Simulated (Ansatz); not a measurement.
AlN:
```
AlN
1.0
    0.00000     2.17113     2.17113
    2.17113     0.00000     2.17113
    2.17113     2.17113     0.00000
Al N
1 1
Direct
  0.00000   0.00000   0.00000
  0.25000   0.25000   0.25000
```

Relaxed with LDA.

### Question
Give the optical modes at the zone centre with their infrared and Raman activity from DFPT, LDA (plane waves, PAW; program Ansatz).

### Answer
Transverse frequencies, without the LO–TO term; a row sums one degenerate level.

```
ω (cm⁻¹)  degeneracy  IR ((D/Å)²/amu)  Raman (Å⁴/amu)  activity  symmetry
--------  ----------  ---------------  --------------  --------  --------
664                3            48.65              16  IR+Raman        T2
```

### Question
How high does the top mode go among those that the LO–TO term moves?

### Answer
902 cm⁻¹ for q along x.

Space group F-43m (zinc blende). The LDA relaxation kept the symmetry of its start; phonons on a q-mesh show no instability.

Potentials: the later of the program's two PAW sets.
